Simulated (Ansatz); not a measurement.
# What internal relaxation does to the elastic constants of Si₂SnGe

Computed with Ansatz 0.2.0, DFT PBE, scalar-relativistic, plane waves, PAW. Settings: 420 eV plane-wave cutoff, Γ-centred 10×10×6 mesh, Gaussian smearing of 0.01 eV. No spin polarisation.

The cell, relaxed at this level:
```xyz
4
Lattice="4.1210 0.0000 0.0000 0.0000 4.1210 0.0000 0.0000 0.0000 5.8591" Properties=species:S:1:pos:R:3 pbc="T T T"
Si    2.0605    0.0000    4.5018
Si    0.0000    2.0605    1.3573
Sn    0.0000    0.0000    2.9295
Ge    2.0605    2.0605    0.0000
```

The cell was built by swapping an element in a database structure (itself possibly hypothetical) and relaxing; it need not be the stable form of this composition.

Clamped-ion constants (GPa, Voigt order; atoms follow the strain homogeneously):
```
147.2  -0.4  41.3   0.0   0.0   0.0
 -0.4 147.2  41.3   0.0   0.0   0.0
 41.3  41.3 109.0   0.0   0.0   0.0
  0.0   0.0   0.0  74.0   0.0   0.0
  0.0   0.0   0.0   0.0  74.0   0.0
  0.0   0.0   0.0   0.0   0.0  32.9
```

Q: What are the constants once the atoms relax in each strained cell?

A:
```
127.2  19.0  41.0   0.0   0.0   0.0
 19.0 127.2  41.0   0.0   0.0   0.0
 41.0  41.0 108.6   0.0   0.0   0.0
  0.0   0.0   0.0  54.0   0.0   0.0
  0.0   0.0   0.0   0.0  54.0   0.0
  0.0   0.0   0.0   0.0   0.0  32.9
```
The Voigt shear modulus goes from 57.6 to 45.6 GPa and the Voigt bulk modulus from 63.1 to 62.8 GPa. Relaxation subtracts ΛᵀK⁻¹Λ/V, with Λ the forces that a strain puts on the atoms and K the zone-centre force constants. At a stable cell this can only lower the diagonal constants, and it acts only for strains that share their symmetry with an optical mode; elsewhere, and where the coupling is weak, the constants hardly move.

Cost: 2 runs of about 22 core-minutes in all, on Oxide Virtual Turin-like Processor (Zen 5) (shared hosts).